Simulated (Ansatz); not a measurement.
Input file for Ansatz (a first-principles code):

Ansatz 0.2 input:
```yaml
crystal:
  lattice:
    - [6.6803740426, 0.0, 0.0]
    - [-3.3401870213, 5.7853736277, 0.0]
    - [0.0, 0.0, 6.9852881796]
  atoms:
    - { symbol: Na, position: [0.0, 0.6667342334, 0.5] }
    - { symbol: Na, position: [0.6667342334, 0.0, 0.5] }
    - { symbol: Na, position: [0.3332657666, 0.3332657666, 0.5] }
    - { symbol: Na, position: [0.0, 0.3334070014, 0.0] }
    - { symbol: Na, position: [0.3334070014, 0.0, 0.0] }
    - { symbol: Na, position: [0.6665929986, 0.6665929986, 0.0] }
    - { symbol: Cl, position: [0.6666666667, 0.3333333333, 0.2500271138] }
    - { symbol: Cl, position: [0.6666666667, 0.3333333333, 0.7499728862] }
    - { symbol: Cl, position: [0.3333333333, 0.6666666667, 0.2500271138] }
    - { symbol: Cl, position: [0.3333333333, 0.6666666667, 0.7499728862] }
    - { symbol: Cl, position: [0.0, 0.0, 0.7500518972] }
    - { symbol: Cl, position: [0.0, 0.0, 0.2499481028] }
kpoints:
  mp_grid: { grid: [3, 3, 3] }
hamiltonian:
  xc: hse06
  pseudopotentials: { azcp: { folder: ./paw }, kind: paw }
scf:
  n_extra_bands: 12
  occupations: { method: fixed }
output:
  eigenvalues: true
  eigenstates:
    e_range: [-9.0, 14.6]
    kpoints:
      - [0.0, 0.0, 0.0]  # VBM
      - [0.0, 0.0, 0.0]  # CBM
      - [0.0, 0.0, 0.0]  # GAMMA
      - [0.0, 0.0, 0.5]  # A
      - [0.3333333333, 0.3333333333, 0.0]  # K
      - [0.3333333333, 0.3333333333, 0.5]  # H
      - [0.5, 0.0, 0.0]  # M
      - [0.5, 0.0, 0.5]  # L
```

Output (shortened):

```
Pseudopotential: Na, paw, valence charge 9
Pseudopotential: Cl, paw, valence charge 7
Functional definition: HSE06
davidson cushion auto → on  (no smearing: the cushion is to keep the highest requested band from converging to the state above it …
Crystal: 12 atoms, lattice volume = 269.971 Å³
Basis set: ecut = 420 eV, 5267 PW (Γ)
Bands: 60, of which v1, the nominal top of the filled ones, is band 48 counted from 1 (47 counted from 0)
Symmetry: 12 space group operations
Space group: P-62m (ITA 189), of the structure as read, at distance tolerance 6.5e-5 Å
k-points: 6 of 27 (time reversal used)
SCF iter   1: F=—  HF=-15422.059656 eV  |F-HF|=—  |Δ(HF+E_count)|=         —  Δρ=7.40e-2  dr2=1.15e1  ethr=1.00e-1  ⟨swp⟩=6.8  Hψ=1135  notcnv=0
preconditioner: auto → none
iter 2 solved again at ethr=7.12e-4 eV; its pass at ethr=1.20e-2 eV (dr2=6.83e-1 eV) is discarded
SCF iter   2: F=—  HF=-15416.694052 eV  |F-HF|=—  |Δ(HF+E_count)|=    5.37e0  Δρ=1.46e-2  dr2=6.88e-1  ethr=7.12e-4  ⟨swp⟩=3.3  Hψ=1804  notcnv=0  defer=4
SCF iter   3: F=—  HF=-15416.555537 eV  |F-HF|=—  |Δ(HF+E_count)|=   1.39e-1  Δρ=5.73e-3  dr2=8.13e-2  ethr=7.12e-4  ⟨swp⟩=3.2  Hψ=817  notcnv=0  defer=1
SCF iter   4: F=—  HF=-15416.568322 eV  |F-HF|=—  |Δ(HF+E_count)|=   1.28e-2  Δρ=1.08e-3  dr2=5.33e-3  ethr=8.47e-5  ⟨swp⟩=4.7  Hψ=1081  notcnv=0  defer=1
SCF iter   5: F=-15416.570257 eV  HF=-15416.570028 eV  |F-HF|=2.28e-4  |Δ(HF+E_count)|=   1.71e-3  Δρ=2.63e-4  dr2=1.42e-4  ethr=5.55e-6  ⟨swp⟩=4.5  Hψ=1058  notcnv=0  defer=3
SCF 1 stopped early in 5 iterations: F = -15416.570257 eV  dr2 = 1.42e-4
Crystal: 12 atoms, lattice volume = 269.971 Å³
Exchange kernel: α = 0.2500, screened, ω = 0.2079 Å⁻¹, Wigner–Seitz truncation, v(0) = 1045.1341 eV·Å³, q-mesh 3×3×3, nearest image of the exchange supercell L …
Frozen-core exchange: fock
SCF iter   1: F=—  HF=-15422.247492 eV  |F-HF|=—  |Δ(HF+E_count)|=         —  Δρ=5.05e-3  dr2=3.74e-2  ethr=1.48e-6  ⟨swp⟩=8.2  Hψ=1800  notcnv=0
preconditioner: auto → none
SCF iter   2: F=—  HF=-15422.231194 eV  |F-HF|=—  |Δ(HF+E_count)|=   1.63e-2  Δρ=1.42e-3  dr2=4.50e-3  ethr=1.48e-6  ⟨swp⟩=4.0  Hψ=1283  notcnv=0
SCF iter   3: F=—  HF=-15422.241928 eV  |F-HF|=—  |Δ(HF+E_count)|=   1.07e-2  Δρ=4.24e-4  dr2=4.39e-4  ethr=1.48e-6  ⟨swp⟩=4.3  Hψ=1191  notcnv=0
SCF iter   4: F=-15422.241798 eV  HF=-15422.241798 eV  |F-HF|=2.74e-7  |Δ(HF+E_count)|=   1.31e-4  Δρ=3.22e-5  dr2=9.02e-6  ethr=4.12e-7  ⟨swp⟩=3.0  Hψ=973  notcnv=0
SCF 2 stopped early in 4 iterations: F = -15422.241798 eV  dr2 = 9.02e-6
hybrid outer 1: dexx = +1.199e-2 eV, tail = 1.06e-4 eV
Crystal: 12 atoms, lattice volume = 269.971 Å³
Exchange kernel: α = 0.2500, screened, ω = 0.2079 Å⁻¹, Wigner–Seitz truncation, v(0) = 1045.1341 eV·Å³, q-mesh 3×3×3, nearest image of the exchange supercell L …
Frozen-core exchange: fock
SCF iter   1: F=—  HF=-15422.241426 eV  |F-HF|=—  |Δ(HF+E_count)|=         —  Δρ=4.45e-5  dr2=4.27e-6  ethr=5.55e-7  ⟨swp⟩=2.8  Hψ=799  notcnv=0
preconditioner: auto → none
iter 2 solved again at ethr=7.26e-11 eV; its pass at ethr=3.83e-9 eV (dr2=6.97e-8 eV) is discarded
SCF iter   2: F=—  HF=-15422.241426 eV  |F-HF|=—  |Δ(HF+E_count)|=   6.37e-7  Δρ=7.11e-6  dr2=1.32e-7  ethr=7.26e-11  ⟨swp⟩=3.8  Hψ=2055  notcnv=0
SCF iter   3: F=-15422.241426 eV  HF=-15422.241426 eV  |F-HF|=1.60e-8  |Δ(HF+E_count)|=   6.42e-7  Δρ=4.61e-6  dr2=3.96e-8  ethr=7.26e-11  ⟨swp⟩=5.3  Hψ=1261  notcnv=0
SCF 3 converged in 3 iterations: F = -15422.241426 eV  dr2 = 3.96e-8
hybrid outer 2: dexx = +6.998e-7 eV, tail = 1.10e-7 eV, Δε = 3.06e-3 eV (about 1.96e-4 eV left of the loop's levels)
the search or the solves at the SCF's close seem to have found levels that the self-consistency loop had missed (the run counts 1) …
NSCF: frozen V_eff on 8 k-points
hybrid SCF converged: 2 outer / 7 inner (+5 warm-up), last move |dexx| = 7.00e-7 eV, tail = 1.10e-7 eV
Stability not checked (fock_operator)
Free energy (F): -15422.241426 eV
Frozen-core exchange: fock
Harris-Foulkes:  -15422.241426 eV  (|F-HF|=1.60e-8)
Internal energy: -15422.241426 eV  (E = F + TS)
E sigma→0 (E₀):  -15422.241426 eV
Fermi energy:    0.523046 eV
--- Per-component energies (eV) ---
  E_band       = -1639.829152
  E_kinetic    = 1607.177681
  E_local      = -10115.622871  (includes V_loc(G=0)·N_el)
  E_nonlocal   = 1858.264790
  E_hartree    = 3425.899398
  E_xc         = -702.767200
  E_vxc        = -793.771649  (∫ρ·V_xc dr)
  E_exx        = -350.595202  (= α·E_x^exact, valence–valence)
  E_paw        = -5541.117409  (= ΣΔE_a)
  E_vpaw       = -346.493270  (= ΣTr[D̂ρ^β])
  E_aug_tail   = 0.000866  (compensation charges beyond the density's cutoff)
  E_ewald      = -5602.611109
  E_core_change = -0.870371  (= ΣΔE_core)
  E_smearing   =  0.000000  (= −TS)
  E_closure    = 0.000000  (closes the sum)
  Σ components = -15422.241426   (vs F -15422.241426, Δ=-1.82e-12)
  [band-id]    e_kinetic+e_local+e_nonlocal+2·e_hartree+e_vxc+2·e_exx+e_vpaw+e_augmentation_tail = -1639.836059   (vs E_band -1639.829152, Δ=-6.91e-3)
--- Band table (eV; the first three rows and the last of 6) ---
  k-point 0: bands = ["-52.6755", "-52.6750", "-52.6744", "-52.6744", "-52.6743", "-52.6743", "-22.8708", "-22.8708", "-22.8611", "-22.8611", "-22.8598", "-22.8598", "-22.8597", "-22.8597", "-22.8511", "-22.8469", "-22.8469", "-22.8462", "-22.8462", …
  k-point 1: bands = ["-52.6754", "-52.6751", "-52.6744", "-52.6744", "-52.6743", "-52.6743", "-22.8684", "-22.8684", "-22.8635", "-22.8635", "-22.8603", "-22.8603", "-22.8602", "-22.8602", "-22.8467", "-22.8467", "-22.8464", "-22.8464", "-22.8454", …
  k-point 2: bands = ["-52.6752", "-52.6748", "-52.6746", "-52.6745", "-52.6744", "-52.6743", "-22.8734", "-22.8683", "-22.8661", "-22.8628", "-22.8551", "-22.8550", "-22.8542", "-22.8536", "-22.8530", "-22.8513", "-22.8486", "-22.8478", "-22.8466", …
  k-point 5: bands = ["-52.6747", "-52.6747", "-52.6747", "-52.6746", "-52.6746", "-52.6746", "-22.8665", "-22.8665", "-22.8665", "-22.8637", "-22.8637", "-22.8637", "-22.8511", "-22.8511", "-22.8511", "-22.8495", "-22.8495", "-22.8495", "-22.8365", …
```

Cost: roughly 7 core-minutes on shared cores.

The points marked VBM and CBM come from a semilocal run.

Space group P6_3/mmc (NiAs type). The workflow started from a Materials Project entry (that database holds measured and hypothetical structures alike); the Crystallography Open Database copy checked does not list it. It is not the phase usual at ambient conditions (space group No. 225). Symmetry was held in the PBEsol relaxation; whether a distortion lowers the energy is not shown. Point labels and valley counts follow the cell and symmetry of the run, lower than the named group.

Potentials: the earlier of the program's two PAW sets. The files were generated under PBE; for other functionals the program regenerates the frozen cores, and for LDA and PBEsol the local potential too.

Ansatz is a plane-wave DFT program.
